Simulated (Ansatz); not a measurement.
## Structure relaxation, ZrO₂

The start is a generated cell, ZrO2 placed in the AFLOW prototype A2B_hP9_189_fg_bc (C22, as in Fe2P). The structure is fully relaxed (lattice and positions, P = 0) with PBE (plane waves to 420 eV, PAW, scalar-relativistic; Ansatz, a first-principles code). The first steps use a coarse 5×5×7 k-mesh.

The start:
```
CELL_PARAMETERS angstrom
      5.89176     0.00000     0.00000
     -2.94588     5.10241     0.00000
      0.00000     0.00000     3.44563
ATOMIC_POSITIONS crystal
  O  0.25600 0.00000 0.00000
  O  0.00000 0.25600 0.00000
  O  0.74400 0.74400 0.00000
  O  0.58900 0.00000 0.50000
  O  0.00000 0.58900 0.50000
  O  0.41100 0.41100 0.50000
  Zr 0.00000 0.00000 0.50000
  Zr 0.33333 0.66667 0.00000
  Zr 0.66667 0.33333 0.00000
```

What pressure does the first self-consistent step give?

-25.5 GPa (negative: the cell is under tension).

How much energy is released per atom?

0.13 eV/atom.

Is the relaxed structure metallic? Give its gap.

1.81 eV, direct at Γ (no spin-orbit coupling).

What does it relax into? Give the structure.


```cif
data_O6Zr3
_chemical_formula_sum 'O6 Zr3'
_space_group_name_H-M_alt 'P-62m'
_space_group_IT_number 189
_space_group_name_Hall 'P -6 -2'
_cell_length_a 5.64331
_cell_length_b 5.64331
_cell_length_c 3.31458
_cell_angle_alpha 90.000
_cell_angle_beta 90.000
_cell_angle_gamma 120.000
loop_
_atom_site_label
_atom_site_type_symbol
_atom_site_symmetry_multiplicity
_atom_site_Wyckoff_symbol
_atom_site_fract_x
_atom_site_fract_y
_atom_site_fract_z
_atom_site_occupancy
O1 O 3 f 0.00000 0.26120 0.00000 1
O2 O 3 g 0.40358 0.40358 0.50000 1
Zr1 Zr 1 b 0.00000 0.00000 0.50000 1
Zr2 Zr 2 c 0.33333 0.66667 0.00000 1
```

The space group stays P-62m (No. 189) (the run could not lower it); the end is AFLOW prototype A2B_hP9_189_fg_bc (C22, as in Fe2P), with 9 atoms in the primitive cell. Final values are on a 7×7×10 k-mesh of the relaxed cell. No spin polarisation in the result.

The run could not lose the symmetry of its start, so the end can be a saddle point.

The relaxed structure here is a generated cell of ZrO2: the first start was made by placing the elements on the sites of a structure type, and the end was not matched to a known phase here, so it may be hypothetical. Known forms of ZrO2 include space group No. 14, 137, 225.
